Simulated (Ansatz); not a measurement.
KCaF₃:
```cif
data_CaF3K
_chemical_formula_sum 'K1 Ca1 F3'
_space_group_name_H-M_alt 'Pm-3m'
_space_group_IT_number 221
_space_group_name_Hall '-P 4 2 3'
_cell_length_a 4.41596
_cell_length_b 4.41596
_cell_length_c 4.41596
_cell_angle_alpha 90.000
_cell_angle_beta 90.000
_cell_angle_gamma 90.000
loop_
_atom_site_label
_atom_site_type_symbol
_atom_site_symmetry_multiplicity
_atom_site_Wyckoff_symbol
_atom_site_fract_x
_atom_site_fract_y
_atom_site_fract_z
_atom_site_occupancy
K1 K 1 b 0.50000 0.50000 0.50000 1
Ca1 Ca 1 a 0.00000 0.00000 0.00000 1
F1 F 3 d 0.00000 0.00000 0.50000 1
```

This is the r²SCAN-relaxed structure.

Q: All from DFT-r²SCAN in the program Ansatz with PAW potentials, unless another level is named. Give the HSE06 gap on the r²SCAN cell.

A: 8.38 eV.

Q: Give the electron effective mass.

A: 0.56 mₑ (isotropic).

Q: Predict the conduction-band minimum.

A: at Γ.

Q: Predict the weight of the conduction-edge state by species (Voronoi cells).

A: F 63 %, K 31 %, Ca 6 %.

The first step of the workflow began from a Materials Project structure, measured or hypothetical; the Crystallography Open Database copy checked does not list it. Its standing as an ambient phase is unchecked. The r²SCAN relaxation kept the symmetry of its start; of distortions, only those at the zone centre were tested, and some modes there are weakly imaginary.

Potentials: the later of the program's two PAW sets.
